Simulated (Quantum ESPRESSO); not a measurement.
# Kohn-Sham bands of ZrN (rock salt)

```xyz
2
Lattice="0.0000 2.2943 2.2943 2.2943 0.0000 2.2943 2.2943 2.2943 0.0000" Properties=species:S:1:pos:R:3 pbc="T T T"
Zr     2.2943     2.2943     2.2943
N      0.0000     0.0000     0.0000
```

Materials Project entry mp-1352; symmetrised, unrelaxed at this level. COD (Crystallography Open Database) has an entry of this formula and space group (matched by these alone). Method: PBEsol plane waves in Quantum ESPRESSO 7.5 (PseudoDojo norm-conserving files, 68 Ry, spinors with spin-orbit coupling), Bloch states on a 8×8×8 mesh through Γ, Wannier90 4.0.1. Density: 12×12×12 mesh, cold smearing 0.01 Ry.

Task: List the Kohn-Sham levels between −8 and 3.0 eV relative to the Fermi level at the high-symmetry points, as a band run of pw.x on that density gives them (levels within 2 meV counted together).

Result: 
| point | k (reciprocal lattice) | levels (eV) |
|---|---|---|
| Γ | 0.000 0.000 0.000 | -2.64 (×2), -2.57 (×4), -0.40 (×4), -0.33 (×2), 1.62 (×4), 2.87 (×2) |
| X | 0.500 0.000 0.500 | -4.54 (×2), -3.47 (×2), -3.16 (×2), -3.05 (×2) |
| U | 0.625 0.250 0.625 | -5.48 (×2), -4.71 (×2), -4.40 (×2), -0.68 (×2) |
| K | 0.375 0.375 0.750 | -5.48 (×2), -4.71 (×2), -4.40 (×2), -0.68 (×2) |
| L | 0.500 0.500 0.500 | -7.65 (×2), -5.66 (×2), -5.65 (×2) |
| W | 0.500 0.250 0.750 | -5.40 (×2), -4.79 (×2), -4.63 (×2), 1.04 (×2), 1.08 (×2) |
